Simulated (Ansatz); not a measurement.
# Structure relaxation, CsAu

The start is a generated trial cell of CsAu in the AFLOW prototype AB_tI16_140_ab_h (B37, as in TlSe). Cell shape, volume and atoms are optimised at zero target pressure with r2SCAN (plane waves to 500 eV, PAW, scalar-relativistic; Ansatz, a first-principles code). First-step values are on the input's coarse k-mesh.

Ansatz input (later rounds restart from its end on a renewed k-mesh):
Ansatz 0.2 input:
```yaml
crystal:
  lattice:
    - [-4.4812452, 4.4812452, 3.912021]
    - [4.4812452, -4.4812452, 3.912021]
    - [4.4812452, 4.4812452, -3.912021]
  atoms:
    - { symbol: Cs, position: [0.75, 0.75, 0] }
    - { symbol: Cs, position: [0.25, 0.25, 0] }
    - { symbol: Cs, position: [0.25, 0.75, 0.5] }
    - { symbol: Cs, position: [0.75, 0.25, 0.5] }
    - { symbol: Au, position: [0.179, 0.679, 0.858] }
    - { symbol: Au, position: [0.321, 0.179, 0.5] }
    - { symbol: Au, position: [0.679, 0.821, 0.5] }
    - { symbol: Au, position: [0.821, 0.321, 0.142] }
basis: { ecutwfc: 500, ecutrho_ratio: 4, xc_grid: 4, fft_grid_basis: typed }
kpoints: { mp_grid: { grid: [6, 6, 6] } }
hamiltonian:
  xc: r2scan
  dispersion: none
  pseudopotentials: { kind: paw }
scf: { occupations: { method: fermi_dirac, width: 0.05 } }
relax: { f_tol: 0.01, max_steps: 100, cell: { stress_tol: 0.02 } }
output: { forces: true, stress: true }
```

What pressure does the first self-consistent step give?

+3.4 GPa (positive: the cell is compressed).

What symmetry does the relaxed structure have?

The space group goes from I4/mcm (No. 140) to Pm-3m (No. 221); the end is CsCl type, with 2 atoms in the primitive cell.

By how much does the energy per atom fall from start to end?

0.31 eV/atom.

How does the volume change?

-0.6 %, from 39.28 to 39.05 Å³/atom.

What band gap does the relaxed structure have at this level?

1.32 eV, indirect (valence top at R, conduction bottom at X) (no spin-orbit coupling).

Write out the relaxed structure.


```cif
data_AuCs
_chemical_formula_sum 'Cs1 Au1'
_space_group_name_H-M_alt 'Pm-3m'
_space_group_IT_number 221
_space_group_name_Hall '-P 4 2 3'
_cell_length_a 4.27452
_cell_length_b 4.27452
_cell_length_c 4.27452
_cell_angle_alpha 90.000
_cell_angle_beta 90.000
_cell_angle_gamma 90.000
loop_
_atom_site_label
_atom_site_type_symbol
_atom_site_symmetry_multiplicity
_atom_site_Wyckoff_symbol
_atom_site_fract_x
_atom_site_fract_y
_atom_site_fract_z
_atom_site_occupancy
Cs1 Cs 1 b 0.50000 0.50000 0.50000 1
Au1 Au 1 a 0.00000 0.00000 0.00000 1
```

Final values are on a 11×11×11 k-mesh of the relaxed cell. No spin polarisation in the result. Without spin-orbit coupling the bands of the heavy element are not split, so the gap can be far off.

The run could not lose the symmetry of its start.
